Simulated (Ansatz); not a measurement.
CuAsPbO$_{4}$ in space group P-1 (No. 2; Pearson symbol aP14) at seven volumes, DFT-r²SCAN in the program Ansatz with PAW potentials, shape and atoms relaxed at each. One row is withheld.

```tsv
V (Å³/atom)	P (GPa)
13.959	3.85
14.419	2.17
14.879	0.89
15.340	0.00
15.800	-0.55
16.260	-0.84
16.720	?
```

Q: Fit the shown pressures and predict the withheld one.

A: Third-order Birch–Murnaghan: P = (3/2)B₀(x^(7/2) − x^(5/2))[1 + (3/4)(B′ − 4)(x − 1)] with x = (V₀/V)^(2/3). Least squares on the six rows gives V₀ = 15.357 Å³/atom, B₀ = 22.89 GPa, B′ = 13.40. At V = 16.720, x = 0.9449 and P = -1.00 GPa. The run itself gave -1.02 GPa.

The first step of the workflow began from a Materials Project structure, measured or hypothetical; the Crystallography Open Database copy checked does not list it. Entries of such low symmetry are often ordered models of mixed-site phases. Whether it is the stable phase at ambient conditions was not checked. Symmetry was held in the r²SCAN relaxation; its stability against distortions is not shown here. The run is not spin-polarised. No Hubbard U is applied. Scalar-relativistic: spin–orbit coupling is off unless named, which matters more the heavier the elements.

Potentials: the later of the program's two PAW sets.
